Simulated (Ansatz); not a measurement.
A trial cell of As7Ir, before relaxation:

```cif
data_structure
_symmetry_space_group_name_H-M 'P 1'
_symmetry_Int_Tables_number 1
_cell_length_a 7.2654
_cell_length_b 7.2654
_cell_length_c 8.4190
_cell_angle_alpha 90.000
_cell_angle_beta 90.000
_cell_angle_gamma 120.000
_cell_volume 384.87
loop_
_atom_site_label
_atom_site_type_symbol
_atom_site_fract_x
_atom_site_fract_y
_atom_site_fract_z
_atom_site_occupancy
As1 As 0.40923 0.00000 0.00000 1
As2 As 0.00000 0.40923 0.00000 1
As3 As 0.59077 0.59077 0.00000 1
As4 As 0.59077 0.00000 0.00000 1
As5 As 0.00000 0.59077 0.00000 1
As6 As 0.40923 0.40923 0.00000 1
As7 As 0.00000 0.00000 0.00000 1
Ir1 Ir 0.00000 0.00000 0.50000 1
```

All numbers below come from DFT PBE, scalar-relativistic, plane waves, PAW in Ansatz. Cutoff 420 eV, Gaussian smearing, Γ-centred meshes. Cell and atoms relax first on a coarse mesh and then on a finer one. In between, the cell is made exact in the group found at 0.06 Å. In metals the finer mesh still leaves noise of several meV/atom or more. The steps can't lower the symmetry of their start. No spin polarisation.

A guess keeps its type if space group and coordination stay and the shape of the cell changes little (axis ratios within about 15 %, angles within 6°); the volume may change.

**Question.** Does this structure survive the relaxation?

**Answer.** It doesn't keep its type. The symmetry stays P6/mmm (No. 191). The volume per atom shrinks by 34.5 %, from 48.1 to 31.5 Å³. The shortest distance goes from 1.32 Å (As–As) to 2.28 Å (As–Ir). The ratio c/a of the conventional cell changes by a factor of 0.49. Counting neighbours within 15 % of an atom's shortest distance, the start has As 1/6, Ir 2 and the end As 1/2, Ir 2. In detail, at the end As on a site of symmetry m2m is surrounded by 1 As at 2.32 Å and 3 As at 2.83 Å; As on a site of symmetry 6/mmm is surrounded by 2 Ir at 2.28 Å and 6 As at 2.83 Å; around Ir lie 2 As at 2.28 Å.

```cif
data_structure
_symmetry_space_group_name_H-M 'P6/mmm'
_symmetry_Int_Tables_number 191
_cell_length_a 7.9840
_cell_length_b 7.9840
_cell_length_c 4.5643
_cell_angle_alpha 90.000
_cell_angle_beta 90.000
_cell_angle_gamma 120.000
_cell_volume 251.97
loop_
_atom_site_label
_atom_site_type_symbol
_atom_site_symmetry_multiplicity
_atom_site_Wyckoff_symbol
_atom_site_fract_x
_atom_site_fract_y
_atom_site_fract_z
_atom_site_occupancy
As1 As 6 j 0.35459 0.00000 0.00000 1
As2 As 1 a 0.00000 0.00000 0.00000 1
Ir1 Ir 1 b 0.00000 0.00000 0.50000 1
```

Energies over the elements count from the elements' standard structures at the same level, with no fitted energy shifts.

**Question.** At what energy does it end?

**Answer.** +0.85 eV/atom. The separate elements lie lower, so it is unstable against them.

The last run used a 6×6×8 mesh (in the run's order of axes) for its 8-atom cell and Gaussian smearing of 0.10 eV. Spin–orbit coupling, which can matter for Ir, is left out. The reference form of As is held partly by dispersion forces, which this level lacks. A structure relaxed within its symmetry needn't be a true minimum.

In counts of neighbours, a slash parts the counts of unlike sites.
